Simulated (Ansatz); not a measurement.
GaBi (rock salt, Fm-3m) under volume change, PBEsol (plane waves, PAW; program Ansatz), scaled uniformly.

```tsv
V (Å³/atom)	E − E(relaxed) (meV/atom)	P (GPa)
23.194	(withheld)	(withheld)
23.959	18.2	4.04
24.724	4.3	1.85
25.488	0.0	0.00
26.253	3.8	-1.55
27.018	14.4	-2.86
27.782	(withheld)	(withheld)
```

### Question
Complete the blanks.

### Answer

- 27.782, E − E(relaxed) (meV/atom): 30.8
- 27.782, P (GPa): -3.95
- 23.194, E − E(relaxed) (meV/atom): 43.5
- 23.194, P (GPa): 6.65

### Question
What does a third-order Birch–Murnaghan fit give for V₀, B₀ and B′?

### Answer
V₀ = 25.49 Å³/atom, B₀ = 56.3 GPa, B′ = 4.7.

A made-up cell: these elements were put on the sites of a structure type; neither database checked (COD, Materials Project) lists it. Its standing as an ambient phase is unchecked. The cell was relaxed with PBEsol under the symmetry of its start; of distortions, only those at the zone centre were tested. Spin–orbit coupling is left out wherever it is not named.

Potentials: the later of the program's two PAW sets.
